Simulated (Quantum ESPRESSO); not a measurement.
# Si7As: input and log of a self-consistent run

Computed values, not a measurement. The program is pw.x of Quantum ESPRESSO 7.5 (plane-wave density functional theory). The cell is made up: 8 atoms on a zincblende/diamond lattice, with randomly drawn elements, strain and displacements, not relaxed. PseudoDojo standard norm-conserving files (v0.5 for PBE, v0.4.1 for LDA and PBEsol) set the functional; there is no spin polarisation, spin-orbit coupling or dispersion term, and the masses in the input are unused placeholders. A spin-polarised start on this cell or one of its family kept no moment.

Input:

```
&control calculation='scf', pseudo_dir='./dojo.nc.sr.pbe.v0_5.standard.upf', outdir='./o', disk_io='medium', tprnfor=.true., tstress=.true. /
&system ibrav=0, nat=8, ntyp=2, nbnd=32, ecutwfc=84.00895049, nosym=.true., tot_charge=0,
 occupations='smearing', smearing='fd', degauss=0.0073498644
/
&electrons conv_thr=7.350e-09, electron_maxstep=60, /
ATOMIC_SPECIES
As 1.0 As.upf
Si 1.0 Si.upf
CELL_PARAMETERS angstrom
5.4218 0.0307 -0.0106
0.0307 5.404 0.0827
-0.0105 0.0823 5.4324
ATOMIC_POSITIONS angstrom
Si -0.042 0.1368 -0.0706
Si -0.0727 2.7303 2.697
Si 2.6553 0.1496 2.7001
Si 2.8004 2.7682 0.005
As 1.2427 1.4283 1.4281
Si 1.4105 4.1489 4.2437
Si 4.0836 1.4398 4.0369
Si 4.107 4.1721 1.4535
K_POINTS automatic
6 6 6 1 1 1
```

The log is shortened where brackets say so; the opening notice, blank lines, dates and the lines on written files are dropped, and the path of the files is cut. It prints rydbergs, bohrs and kilobars, and counts compression as positive stress.

```
     Program PWSCF v.7.5
     Parallel version (MPI & OpenMP), running on       1 processor cores
     Number of MPI processes:                 1
     Threads/MPI process:                     1
     [start-up lines left out]
     bravais-lattice index     =            0
     lattice parameter (alat)  =      10.2459  a.u.
     unit-cell volume          =    1073.8181 (a.u.)^3
     number of atoms/cell      =            8
     number of atomic types    =            2
     number of electrons       =        43.00
     number of Kohn-Sham states=           32
     kinetic-energy cutoff     =      84.0090  Ry
     charge density cutoff     =     336.0358  Ry
     scf convergence threshold =      7.3E-09
     mixing beta               =       0.7000
     number of iterations used =            8  plain     mixing
     Exchange-correlation= PBE
                           (   1   4   3   4   0   0   0)
     [axes and pseudopotential details left out]
   Cartesian axes
     site n.     atom                  positions (alat units)
         1        Si     tau(   1) = (  -0.0077464   0.0252310  -0.0130213  )
         2        Si     tau(   2) = (  -0.0134086   0.5035691   0.4974274  )
         3        Si     tau(   3) = (   0.4897363   0.0275918   0.4979991  )
         4        Si     tau(   4) = (   0.5164982   0.5105593   0.0009222  )
         5        As     tau(   5) = (   0.2292002   0.2634318   0.2633949  )
         6        Si     tau(   6) = (   0.2601488   0.7652118   0.7826965  )
         7        Si     tau(   7) = (   0.7531681   0.2655528   0.7445549  )
         8        Si     tau(   8) = (   0.7574839   0.7694908   0.2680796  )
     number of k points=   108  Fermi-Dirac smearing, width (Ry)=  0.0073
     Number of k-points >= 100: set verbosity='high' to print them.
     Dense  grid:   111665 G-vectors     FFT dimensions: (  60,  60,  60)
     Estimated max dynamical RAM per process >     132.64 MB
     Initial potential from superposition of free atoms
     starting charge      42.9955, renormalised to      43.0000
     Starting wfcs are   37 randomized atomic wfcs
     total cpu time spent up to now is       20.7 secs
     per-process dynamical memory:    91.7 Mb
     Self-consistent Calculation
     iteration #  1     ecut=    84.01 Ry     beta= 0.70
     Davidson diagonalization with overlap
     ethr =  1.00E-02,  avg # of iterations =  4.6
     Threshold (ethr) on eigenvalues was too large:
     Diagonalizing with lowered threshold
     Davidson diagonalization with overlap
     ethr =  4.83E-04,  avg # of iterations =  5.0
     total cpu time spent up to now is      137.3 secs
     total energy              =    -271.24525439 Ry
     estimated scf accuracy    <       0.22991472 Ry
     iteration #  2     ecut=    84.01 Ry     beta= 0.70
     Davidson diagonalization with overlap
     ethr =  5.35E-04,  avg # of iterations =  2.3
     total cpu time spent up to now is      186.6 secs
     total energy              =    -271.25309364 Ry
     estimated scf accuracy    <       0.05849943 Ry
     iteration #  3     ecut=    84.01 Ry     beta= 0.70
     Davidson diagonalization with overlap
     ethr =  1.36E-04,  avg # of iterations =  5.2
     total cpu time spent up to now is      262.9 secs
     total energy              =    -271.26923662 Ry
     estimated scf accuracy    <       0.02452392 Ry
     iteration #  4     ecut=    84.01 Ry     beta= 0.70
     Davidson diagonalization with overlap
     ethr =  5.70E-05,  avg # of iterations =  3.5
     total cpu time spent up to now is      328.5 secs
     total energy              =    -271.27378394 Ry
     estimated scf accuracy    <       0.00022185 Ry
     iteration #  5     ecut=    84.01 Ry     beta= 0.70
     Davidson diagonalization with overlap
     c_bands:  1 eigenvalues not converged
     c_bands:  1 eigenvalues not converged
     c_bands:  1 eigenvalues not converged
     c_bands:  1 eigenvalues not converged
     c_bands:  1 eigenvalues not converged
     c_bands:  1 eigenvalues not converged
     c_bands:  2 eigenvalues not converged
     c_bands:  2 eigenvalues not converged
     ethr =  5.16E-07,  avg # of iterations = 11.9
     total cpu time spent up to now is      461.1 secs
     total energy              =    -271.27389776 Ry
     estimated scf accuracy    <       0.00016720 Ry
     iteration #  6     ecut=    84.01 Ry     beta= 0.70
     Davidson diagonalization with overlap
     ethr =  3.89E-07,  avg # of iterations =  2.5
     total cpu time spent up to now is      519.0 secs
     total energy              =    -271.27392883 Ry
     estimated scf accuracy    <       0.00001175 Ry
     iteration #  7     ecut=    84.01 Ry     beta= 0.70
     Davidson diagonalization with overlap
     ethr =  2.73E-08,  avg # of iterations =  2.0
     total cpu time spent up to now is      586.9 secs
     total energy              =    -271.27393080 Ry
     estimated scf accuracy    <       0.00000051 Ry
     iteration #  8     ecut=    84.01 Ry     beta= 0.70
     Davidson diagonalization with overlap
     ethr =  1.19E-09,  avg # of iterations =  4.1
     total cpu time spent up to now is      643.8 secs
     total energy              =    -271.27393110 Ry
     estimated scf accuracy    <       0.00000023 Ry
     iteration #  9     ecut=    84.01 Ry     beta= 0.70
     Davidson diagonalization with overlap
     ethr =  5.35E-10,  avg # of iterations =  2.0
     total cpu time spent up to now is      684.5 secs
     total energy              =    -271.27393110 Ry
     estimated scf accuracy    <       0.00000006 Ry
     iteration # 10     ecut=    84.01 Ry     beta= 0.70
     Davidson diagonalization with overlap
     ethr =  1.29E-10,  avg # of iterations =  2.0
     total cpu time spent up to now is      728.3 secs
     End of self-consistent calculation
     Number of k-points >= 100: set verbosity='high' to print the bands.
     the Fermi energy is     7.9347 ev
!    total energy              =    -271.27393111 Ry
     estimated scf accuracy    <          1.2E-09 Ry
     smearing contrib. (-TS)   =      -0.00518647 Ry
     internal energy E=F+TS    =    -271.26874464 Ry
     The total energy is F=E-TS. E is the sum of the following terms:
     one-electron contribution =    -147.85383447 Ry
     hartree contribution      =      92.66110822 Ry
     xc contribution           =     -69.26203861 Ry
     ewald contribution        =    -146.81397978 Ry
     convergence has been achieved in  10 iterations
     Forces acting on atoms (cartesian axes, Ry/au):
     atom    1 type  2   force =     0.02136536   -0.08456514    0.03203201
     atom    2 type  2   force =     0.01925089    0.06519731    0.08133097
     atom    3 type  2   force =     0.03165755   -0.05821274    0.04137787
     atom    4 type  2   force =     0.02875288   -0.00765773    0.02874952
     atom    5 type  1   force =     0.03577967    0.00814813   -0.06146280
     atom    6 type  2   force =    -0.04692375    0.01815375   -0.06069771
     atom    7 type  2   force =    -0.05845932    0.03194384   -0.02090137
     atom    8 type  2   force =    -0.03142327    0.02699258   -0.04042848
     Total force =     0.217370     Total SCF correction =     0.000079
     Computing stress (Cartesian axis) and pressure
          total   stress  (Ry/bohr**3)                   (kbar)     P=       47.60
   0.00035695  -0.00033988   0.00016172           52.51      -50.00       23.79
  -0.00033988   0.00029724  -0.00024571          -50.00       43.73      -36.15
   0.00016172  -0.00024571   0.00031664           23.79      -36.15       46.58
     init_run     :     17.62s CPU     20.63s WALL (       1 calls)
     electrons    :    645.98s CPU    707.62s WALL (       1 calls)
     forces       :      8.41s CPU      8.50s WALL (       1 calls)
     stress       :     34.91s CPU     35.03s WALL (       1 calls)
     [timing details left out]
     PWSCF        :  11m47.17s CPU  12m52.73s WALL
     JOB DONE.
```

In other units: free energy -3690.870 eV for the cell, pressure 4.76 GPa, largest force component 2.174 eV/Å. A rerun of the same cell at another strain at 1437 eV and a 8 x 8 x 8 mesh moved values by no more than 0.010 eV in energy, 0.13 GPa in stress and 0.019 eV/Å in force.